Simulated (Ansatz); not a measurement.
All numbers below come from Ansatz, DFT PBE, scalar-relativistic, plane waves, PAW. Settings: cutoff 420 eV, Γ-centred meshes spaced at most about 0.3 Å⁻¹, and about 0.25 Å⁻¹ or finer for metals (2π included), Gaussian smearing. No spin polarisation in the final relaxations.

All energies are static (0 K, no zero-point motion).

Two relaxed structures of Mg2B3:

1.

```
CELL_PARAMETERS angstrom
4.60132 0.00000 0.00000
-2.30066 3.98486 0.00000
0.00000 0.00000 4.67950
ATOMIC_POSITIONS crystal
Mg 0.33333 0.66667 0.50000
Mg 0.66667 0.33333 0.50000
B 0.00000 0.00000 0.66866
B 0.00000 0.00000 0.33134
B 0.00000 0.00000 0.00000
```

2.

```
CELL_PARAMETERS angstrom
3.89411 0.00000 0.00000
-1.94705 3.37240 0.00000
0.00000 0.00000 4.66074
ATOMIC_POSITIONS crystal
Mg 0.66667 0.33333 0.50000
Mg 0.33333 0.66667 0.00000
B 0.00000 0.00000 0.67415
B 0.00000 0.00000 0.32585
B 0.66667 0.33333 0.00000
```

Question: Which form is favoured at zero pressure, and by what margin per atom?

Answer: Cell 1 is lower, by 292 meV/atom. Cell 1 has space group P6/mmm (No. 191), 17.2 Å³/atom and no gap on its mesh; cell 2 has space group P-6m2 (No. 187), 12.2 Å³/atom and no gap. Counting B atoms around Mg (those within 1.25 times the shortest such distance or 1.15 times the sum of covalent radii; a plus sign parts nearer from farther groups; the shortest distance is added where it is long for a bond; a slash parts the counts of unlike sites), cell 1 has Mg 6 from 2.8 Å and cell 2 has Mg 8/3+6. Cell 1 holds B–B chains (shortest 1.55 Å); cell 2 holds B–B pairs (shortest 1.62 Å). The lower one is the more open, so pressure narrows the difference. Even the lower one lies +0.65 eV/atom against the reference forms of the elements (uncorrected), so neither is stable at this level. In cell 1, around Mg lie 3 Mg at 2.66 Å and 6 B at 2.77 Å; around B on a site of symmetry 6mm lie 2 B at 1.55–1.58 Å and 6 Mg at 2.77 Å; around B on a site of symmetry 6/mmm lie 2 B at 1.55 Å. In cell 2, Mg on its first site is surrounded by 8 B at 2.33–2.39 Å; Mg on its second site is surrounded by 3 B at 2.25 Å and 6 B at 2.71 Å; B on a site of symmetry 3m has 1 B at 1.62 Å, 3 Mg at 2.39 Å, 3 B at 2.71 Å and 3 Mg at 2.71 Å; 1 more site not described. Both come from invented guesses. A third cell relaxed alike, in P4_2/mcm, lies 0.44 eV/atom below the lower of the two.

A magnetic state wasn't ruled out in cells without spin, among them P6/mmm, P-6m2. Cells relaxed within their symmetry can be saddle points.
